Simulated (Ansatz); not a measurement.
The start is a generated trial cell of TiO2 in the beta-tridymite structure type. The structure is fully relaxed (lattice and positions, P = 0) with r2SCAN (plane waves to 500 eV, PAW, scalar-relativistic; Ansatz, a quantum-chemistry and plane-wave program). The first steps use a 6×6×3 k-mesh.

Initial structure:
```
CELL_PARAMETERS angstrom
      5.53927     0.00000     0.00000
     -2.76964     4.79715     0.00000
      0.00000     0.00000     9.06765
ATOMIC_POSITIONS crystal
  Ti 0.33333 0.66667 0.06200
  Ti 0.66667 0.33333 0.56200
  Ti 0.66667 0.33333 0.93800
  Ti 0.33333 0.66667 0.43800
  O  0.33333 0.66667 0.25000
  O  0.66667 0.33333 0.75000
  O  0.50000 0.00000 0.00000
  O  0.50000 0.50000 0.50000
  O  0.00000 0.50000 0.00000
  O  0.50000 0.00000 0.50000
  O  0.50000 0.50000 0.00000
  O  0.00000 0.50000 0.50000
```

Task: How much energy is released per atom?

Result: 0.30 eV/atom.

Task: How do the shortest distances between atoms change?

Result: The closest pairs of elements (up to four, under 3.6 Å), start → end: O–Ti 1.69 → 1.81 Å; O–O 2.77 → 2.95 Å; Ti–Ti 3.39 → 3.61 Å.

Task: What band gap does the relaxed structure have at this level?

Result: 3.80 eV, direct at Γ (no spin-orbit coupling).

Task: Write out the relaxed structure.

Result: 
Space group P6₃/mmc (No. 194); a = 5.904 Å, b = 5.904 Å, c = 9.626 Å, α = 90.00°, β = 90.00°, γ = 120.00°

```
atom  site  symmetry       x       y       z
----  ----  --------  ------  ------  ------
Ti      4f       3m.  0.3333  0.6667  0.0623
O       2c      -6m2  0.3333  0.6667  0.2500
O       6g     .2/m.  0.5000  0.5000  0.5000
```

The space group stays P6₃/mmc (No. 194) (the run could not lower it); the end is AFLOW prototype A2B_hP12_194_cg_f (C10, as in SiO2), with 12 atoms in the primitive cell. Final values are on a 5×5×3 k-mesh of the relaxed cell. The start holds a very short contact (O–Ti 1.69 Å). No spin polarisation in the result.

The run could not lose the symmetry of its start, so the end can be a saddle point.

The relaxed structure here is a generated cell of TiO2: the first start was made by placing the elements on the sites of a structure type, and the end was not matched to a known phase here, so it may be hypothetical. Known forms of TiO2 include space group No. 61, 136, 141.
